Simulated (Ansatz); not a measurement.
A geometry of AlRu away from equilibrium: the start of the relaxation of a generated cell, AlRu built in the AFLOW prototype AB_cI16_199_a_a (B_a). Calculation: PBE (plane waves to 420 eV, PAW, scalar-relativistic; Ansatz, a quantum-chemistry and plane-wave program). Γ-centred k-mesh 8×8×8 on the run's cell (coarser than for final values), Fermi–Dirac smearing 0.05 eV.

```xyz
8
Lattice="-2.9207 2.9207 2.9207 2.9207 -2.9207 2.9207 2.9207 2.9207 -2.9207" Properties=species:S:1:pos:R:3 pbc="T T T"
Ru     2.6637     2.6637     2.6637
Ru     0.2570     3.1777    -0.2570
Ru     3.1777    -0.2570     0.2570
Ru    -0.2570     0.2570     3.1777
Al     1.2576     1.2576     1.2576
Al    -1.2576     1.6630     1.2576
Al     1.6630     1.2576    -1.2576
Al     1.2576    -1.2576     1.6630
```

### Question
Predict the force on each atom, in eV/Å.

### Answer
```json
[
 {"atom": "Ru1", "Fx": "2.50", "Fy": "2.50", "Fz": "2.50"},
 {"atom": "Ru2", "Fx": "-2.50", "Fy": "-2.50", "Fz": "2.50"},
 {"atom": "Ru3", "Fx": "-2.50", "Fy": "2.50", "Fz": "-2.50"},
 {"atom": "Ru4", "Fx": "2.50", "Fy": "-2.50", "Fz": "-2.50"},
 {"atom": "Al5", "Fx": "-0.11", "Fy": "-0.11", "Fz": "-0.11"},
 {"atom": "Al6", "Fx": "0.11", "Fy": "0.11", "Fz": "-0.11"},
 {"atom": "Al7", "Fx": "0.11", "Fy": "-0.11", "Fz": "0.11"},
 {"atom": "Al8", "Fx": "-0.11", "Fy": "0.11", "Fz": "0.11"}
]
```

### Question
What is the pressure?

### Answer
+38.0 GPa, compression positive.

### Question
How far above the relaxed end point is this geometry?

### Answer
0.56 eV/atom; the path ends in Pm-3m (No. 221) (CsCl type).

No spin polarisation in the result.

The run could not lose the symmetry of its start; a randomly shaken copy of 4 atoms returns to this structure.
